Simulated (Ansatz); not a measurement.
**MnPt₃: pressure against volume**

MnPt₃, Pm-3m, a = 3.909 Å. The structure is a COD entry; whether it is the stable form wasn't checked. Ansatz: r2SCAN, PAW, 500 eV, Γ-centred 12×12×12 mesh on 4 atoms, Gaussian smearing 0.10 eV; collinear spin, largest moment 4.1 μB. Symmetry fixes shape and atoms, so the cell is only scaled; pressure is positive in compression.

| V (Å³/atom) | P (GPa) |
| --- | --- |
| 14.038 | 16.48 |
| 14.486 | 7.42 |
| 14.934 | -0.02 |
| 15.382 | ? |
| 15.830 | -11.30 |

Q: Take V0 = 14.934 Å³/atom, count pressures from its P0 = -0.02 GPa, fit the third-order Birch–Murnaghan form to the other rows, and predict the missing pressure.

A: With the Eulerian strain f = ½[(V0/V)^(2/3) − 1] and y = (P − P0)/[3f(1 + 2f)^(5/2)], the form is the line y = B0 + 1.5 B0 (B0′ − 4) f. Rows (f, y): 0.02106, 235.6; 0.01026, 229.7; -0.01905, 217.5. Means f = 0.004090, y = 227.60; Σ(Δf)² = 0.0008615, ΣΔfΔy = 0.3824; the slope is their ratio. y = 225.8 + 443.9 f GPa, so B0 = 225.8 GPa and B0′ = 4 + 2 × (443.9)/(3 × 225.8) = 5.31. At V = 15.382, f = -0.00976, y = 221.47 and P = -6.19 GPa. The run gave -6.20 GPa, so the fit is 0.01 GPa too high, within the rms miss on the fitted rows (0.02 GPa).

The state reached may not be the lowest one. Only parallel moments were tried here. Spin–orbit coupling is left out, which can shift energies with elements as heavy as these.